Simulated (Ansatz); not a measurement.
Relaxed-ion elastic tensor of Os (hcp (Mg type), space group No. 194) in GPa (Voigt order), plane-wave PAW PBEsol (Ansatz code); density 22.74 g/cm³, 13.89 Å³ per atom.

```
792  241  235  0.0  0.0  0.0
241  792  235  0.0  0.0  0.0
235  235  888  0.0  0.0  0.0
0.0  0.0  0.0  276  0.0  0.0
0.0  0.0  0.0  0.0  276  0.0
0.0  0.0  0.0  0.0  0.0  276
```

Task: Is the crystal mechanically stable?

Result: Yes: the smallest eigenvalue of C is 276 GPa.

Task: Work out the Voigt, Reuss and Hill averages.

Result: K_V = 433, K_R = 432, K_H = 432; G_V = 283, G_R = 282, G_H = 283 GPa.

Task: Give Young's modulus, Poisson's ratio, Pugh's ratio and the universal anisotropy index.

Result: E = 9KG/(3K + G) = 696 GPa; ν = 0.23; K/G = 1.53 (brittle by the Pugh limit of 1.75); A_U = 5G_V/G_R + K_V/K_R − 6 = 0.02.

Task: Estimate the sound speeds and the Debye temperature.

Result: v_l = √((K + 4G/3)/ρ) = 5970 m/s, v_t = √(G/ρ) = 3530 m/s, mean 3910 m/s; Θ = (h/k)(3n/4πV)^(1/3) v_m = 484 K.

Task: How much does each axis shrink under pressure?

Result: Linear compressibilities β_i = Σ_j S_ij (j = 1 to 3): x 0.81, y 0.81, z 0.70 per TPa.

Space group P6_3/mmc (hcp (Mg type)). The PBEsol relaxation kept the symmetry of its start; of distortions, only those at the zone centre were tested. The run is not spin-polarised. As this level gives no gap, shear constants depend on the k-mesh and smearing (Fermi–Dirac, 0.1 eV here). Scalar-relativistic: spin–orbit coupling is off unless named, which matters more the heavier the elements.

Potentials: the earlier of the program's two PAW sets.
